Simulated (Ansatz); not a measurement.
Level of theory: Ansatz, DFT PBE, scalar-relativistic, plane waves, PAW. Settings: cutoff 420 eV, Γ-centred meshes spaced at most about 0.3 Å⁻¹, and about 0.25 Å⁻¹ or finer for metals (2π included), Gaussian smearing. No spin polarisation in the final relaxations.

Temperature and zero-point effects are left out.

Two forms of LiGeN were relaxed alike.

A. Space group Pmmm (No. 47), orthorhombic, a = 3.194 Å, b = 3.612 Å, c = 9.891 Å. Li has 2 N at 1.91 Å; around Ge lie 2 N at 1.89 Å and 1 Ge at 2.44 Å; around N lie 2 Ge at 1.89 Å and 2 Li at 1.91 Å.

B. Space group P4/mmm (No. 123), tetragonal, a = 3.179 Å, c = 3.792 Å. Li has 4 N at 2.25 Å; Ge has 2 N at 1.90 Å; around N lie 2 Ge at 1.90 Å and 4 Li at 2.25 Å.

Question: Which would you expect to be lower, and how large is the difference?

Answer: A is lower, by 39 meV/atom. A has space group Pmmm (No. 47), 19.0 Å³/atom and no gap on its mesh; B has space group P4/mmm (No. 123), 12.8 Å³/atom and no gap. Counting N atoms around Ge and Li (those within 1.25 times the shortest such distance or 1.15 times the sum of covalent radii, 1.27 where that leaves under three), A has Li 2, Ge 2 and B has Li 4, Ge 2. A holds Ge–Ge pairs (shortest 2.44 Å); in B the shortest Ge–Ge distance is 3.18 Å. Even the lower one lies +0.06 eV/atom against the reference forms of the elements (uncorrected), a margin that errors in the energy of the gaseous reference can exceed. Both come from invented guesses. A third cell relaxed alike, in P6_3mc (a Materials Project cell), lies 0.35 eV/atom below the lower of the two.

No dispersion correction is applied, so the spacing and binding between layers, chains or molecules are poorly described (Pmmm), and this can change margins and order among such cells. Cells relaxed within their symmetry can be saddle points.
